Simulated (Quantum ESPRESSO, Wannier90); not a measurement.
**Tight-binding from DFT: SrClF (P4/nmm)**

Cell from Materials Project (mp-22957), symmetrised, no further relaxation. COD (Crystallography Open Database) has an entry of this formula and space group (matched by these alone). Computed values, not measurements, from PBEsol: Quantum ESPRESSO (norm-conserving PseudoDojo potentials, cutoff 68 Ry, no spin polarisation, no spin-orbit coupling) on a Γ-centred 4×4×4 mesh, then Wannier90. Density: 8×8×6 mesh, cold smearing 0.01 Ry.

On the energy scale of pw.x, whose zero is arbitrary, the valence-band maximum lies at 4.48 eV.

Input w.win:

```
num_bands = 2
num_wann = 2
exclude_bands = 3-50
num_iter = 1000
conv_tol = 1.0e-6
conv_window = 4
write_hr = true
write_u_matrices = true
auto_projections = true
begin unit_cell_cart
ang
    4.1296300000    0.0000000000    0.0000000000
    0.0000000000    4.1296300000    0.0000000000
    0.0000000000    0.0000000000    6.9766100000
end unit_cell_cart
begin atoms_frac
Sr   0.0000000000  0.5000000000 -0.2005000000
Sr   0.5000000000  0.0000000000  0.2005000000
Cl   0.5000000000  0.0000000000 -0.3551000000
Cl   0.0000000000  0.5000000000  0.3551000000
F    0.5000000000  0.5000000000  0.0000000000
F    0.0000000000  0.0000000000  0.0000000000
end atoms_frac
mp_grid = 4 4 4
begin kpoints
0.0000000000 0.0000000000 0.0000000000
0.0000000000 0.0000000000 0.2500000000
0.0000000000 0.0000000000 0.5000000000
... (61 more lines: the 4x4x4 mesh through Gamma)
end kpoints
```

Input of pw2wannier90.x that gives the overlap and projection files (equivalent; here they were cut from one run over all bands):

```
&inputpp
  outdir = './out'
  prefix = 'pwscf'
  seedname = 'w'
  write_amn = .true.
  write_mmn = .true.
  atom_proj = .true.
  atom_proj_exclude = 2 3 4 5 7 8 9 10 11 12 13 14 15 16 17 18 19 20 21 22 23 24 25 26
/
```

Output w.wout (banner and timings cut):

```
                                    ------
                                    SYSTEM
                                    ------

                              Lattice Vectors (Ang)
                    a_1     4.129630   0.000000   0.000000
                    a_2     0.000000   4.129630   0.000000
                    a_3     0.000000   0.000000   6.976610

                   Unit Cell Volume:     118.97802  (Ang^3)

                        Reciprocal-Space Vectors (Ang^-1)
                    b_1     1.521489   0.000000   0.000000
                    b_2     0.000000   1.521489   0.000000
                    b_3     0.000000   0.000000   0.900607

 *----------------------------------------------------------------------------*
 |   Site       Fractional Coordinate          Cartesian Coordinate (Ang)     |
 +----------------------------------------------------------------------------+
 | sr   1   0.00000   0.50000  -0.20050   |    0.00000   2.06481  -1.39881    |
 | sr   2   0.50000   0.00000   0.20050   |    2.06481   0.00000   1.39881    |
 | cl   1   0.50000   0.00000  -0.35510   |    2.06481   0.00000  -2.47739    |
 | cl   2   0.00000   0.50000   0.35510   |    0.00000   2.06481   2.47739    |
 | f    1   0.50000   0.50000   0.00000   |    2.06481   2.06481   0.00000    |
 | f    2   0.00000   0.00000   0.00000   |    0.00000   0.00000   0.00000    |
 *----------------------------------------------------------------------------*
                                ------------
                                K-POINT GRID
                                ------------

             Grid size =  4 x  4 x  4      Total points =   64

 *---------------------------------- MAIN ------------------------------------*
 |  Number of Wannier Functions               :                 2             |
 |  Number of Objective Wannier Functions     :                 2             |
 |  Number of input Bloch states              :                 2             |
 |  Output verbosity (1=low, 5=high)          :                 1             |
 |  Timing Level (1=low, 5=high)              :                 1             |
 |  Optimisation (0=memory, 3=speed)          :                 3             |
 |  Length Unit                               :               Ang             |
 |  Post-processing setup (write *.nnkp)      :                 F             |
 |  Using Gamma-only branch of algorithms     :                 F             |
 *----------------------------------------------------------------------------*
 *------------------------------- WANNIERISE ---------------------------------*
 |  Total number of iterations                :              1000             |
 |  Number of CG steps before reset           :                 5             |
 |  Trial step length for line search         :             2.000             |
 |  Convergence tolerence                     :         0.100E-05             |
 |  Convergence window                        :                 4             |
 |  Iterations between writing output         :                 1             |
 |  Iterations between backing up to disk     :               100             |
 |  Write r^2_nm to file                      :                 F             |
 |  Write xyz WF centres to file              :                 F             |
 |  Write on-site energies <0n|H|0n> to file  :                 F             |
 |  Use guiding centre to control phases      :                 F             |
 |  Use phases for initial projections        :                 F             |
 *----------------------------------------------------------------------------*
 *-------------------------------- PLOTTING ----------------------------------*
 |  Plotting Hamiltonian in WF basis          :                 T             |
 *----------------------------------------------------------------------------*

 *---------------------------------- K-MESH ----------------------------------*
 +----------------------------------------------------------------------------+
 |                    Distance to Nearest-Neighbour Shells                    |
 |                    ------------------------------------                    |
 |          Shell             Distance (Ang^-1)          Multiplicity         |
 |          -----             -----------------          ------------         |
 |             1                   0.225152                      2            |
 |             2                   0.380372                      4            |
 |             3                   0.442014                      8            |
 |             4                   0.450304                      2            |
 |             5                   0.537927                      4            |
 |             6                   0.583146                      8            |
 |             7                   0.589454                      8            |
 |             8                   0.675455                      2            |
       ... (lines left out)
 +----------------------------------------------------------------------------+
 | The b-vectors are chosen automatically                                     |
 | The following shells are used:                       1,  2                 |
 +----------------------------------------------------------------------------+
 |                        Shell   # Nearest-Neighbours                        |
 |                        -----   --------------------                        |
 |                          1               2                                 |
 |                          2               4                                 |
 +----------------------------------------------------------------------------+
 | Completeness relation is fully satisfied [Eq. (B1), PRB 56, 12847 (1997)]  |
 +----------------------------------------------------------------------------+
 |                  b_k Vectors (Ang^-1) and Weights (Ang^2)                  |
 |                  ----------------------------------------                  |
 |            No.         b_k(x)      b_k(y)      b_k(z)        w_b           |
 |            ---        --------------------------------     --------        |
 |             1         0.000000    0.000000    0.225152     9.863230        |
 |             2         0.000000    0.000000   -0.225152     9.863230        |
 |             3         0.000000    0.380372    0.000000     3.455831        |
 |             4         0.380372    0.000000    0.000000     3.455831        |
 |             5         0.000000   -0.380372    0.000000     3.455831        |
 |             6        -0.380372    0.000000    0.000000     3.455831        |
 +----------------------------------------------------------------------------+
 |                           b_k Directions (Ang^-1)                          |
 |                           -----------------------                          |
 |            No.           x           y           z                         |
 |            ---        --------------------------------                     |
 |             1         0.000000    0.000000    0.225152                     |
 |             2         0.000000    0.380372    0.000000                     |
 |             3         0.380372    0.000000    0.000000                     |
 +----------------------------------------------------------------------------+

 Starting a new Wannier90 calculation ...

 Reading overlaps from w.mmn

 Reading projections from w.amn

 *------------------------------- WANNIERISE ---------------------------------*
 +--------------------------------------------------------------------+<-- CONV
 | Iter  Delta Spread     RMS Gradient      Spread (Ang^2)            |<-- CONV
 +--------------------------------------------------------------------+<-- CONV

 ------------------------------------------------------------------------------
 Initial State
  WF centre and spread    1  ( -0.000000,  2.064815, -1.400287 )     0.59377368
  WF centre and spread    2  (  2.064815,  0.000000,  1.400287 )     0.59377368
  Sum of centres and spreads (  2.064815,  2.064815,  0.000000 )     1.18754736

      0     0.119E+01     0.0000000000        1.1875473627  <-- CONV
        O_D=      0.0000009 O_OD=      0.0000009 O_TOT=      1.1875474 <-- SPRD
 ------------------------------------------------------------------------------
      1    -0.444E-14     0.0000005486        1.1875473627  <-- CONV
        O_D=      0.0000009 O_OD=      0.0000009 O_TOT=      1.1875474 <-- SPRD
      2    -0.822E-14     0.0000005352        1.1875473627  <-- CONV
        O_D=      0.0000009 O_OD=      0.0000009 O_TOT=      1.1875474 <-- SPRD
      3    -0.766E-13     0.0000005094        1.1875473627  <-- CONV
        O_D=      0.0000009 O_OD=      0.0000009 O_TOT=      1.1875474 <-- SPRD
      4    -0.444E-15     0.0000001293        1.1875473627  <-- CONV
        O_D=      0.0000009 O_OD=      0.0000009 O_TOT=      1.1875474 <-- SPRD
             <<<     Delta < 1.000E-06  over  4 iterations     >>>
             <<< Wannierisation convergence criteria satisfied >>>
 Final State
  WF centre and spread    1  ( -0.000000,  2.064815, -1.400287 )     0.59377368
  WF centre and spread    2  (  2.064815,  0.000000,  1.400287 )     0.59377368
  Sum of centres and spreads (  2.064815,  2.064815,  0.000000 )     1.18754736

         Spreads (Ang^2)       Omega I      =     1.187545530
        ================       Omega D      =     0.000000909
                               Omega OD     =     0.000000924
    Final Spread (Ang^2)       Omega Total  =     1.187547363
```
